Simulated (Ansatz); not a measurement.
Ge₂Mo (Fddd), relaxed and computed with several functionals in Ansatz (plane waves, PAW).

| functional | a (Å) | c (Å) | V (Å³/atom) | ΔH_f (eV/atom) |
|---|---|---|---|---|
| PBE | … | … | … | … |
| r²SCAN | 4.784 | 8.853 | 15.31 | 0.00 |
| PBEsol | 4.781 | 8.887 | 14.90 | -0.14 |

**Question.** What belongs in the gaps?

**Answer.** 
- PBE, a (Å): 4.841
- PBE, c (Å): 8.816
- PBE, V (Å³/atom): 15.57
- PBE, ΔH_f (eV/atom): -0.05

Constructed cells (a structure type filled with these elements, in neither database checked): Ge2Mo, Fddd (Ge on 16f, Mo on 8a); Ge2Mo, Fddd (Ge on 16g, Mo on 8b). All cells were relaxed under the symmetry of their starts (and spin orders); stability against distortions was not tested throughout. Rows with no word on spin ran without spin polarisation. Scalar-relativistic: spin–orbit coupling is off unless named, which matters more the heavier the elements.

Potentials: the later of the program's two PAW sets.

Ansatz (a program for electronic structure) is a plane-wave DFT program.

Formation energies count from the lowest solids of the elements computed at the same level, not from gases.
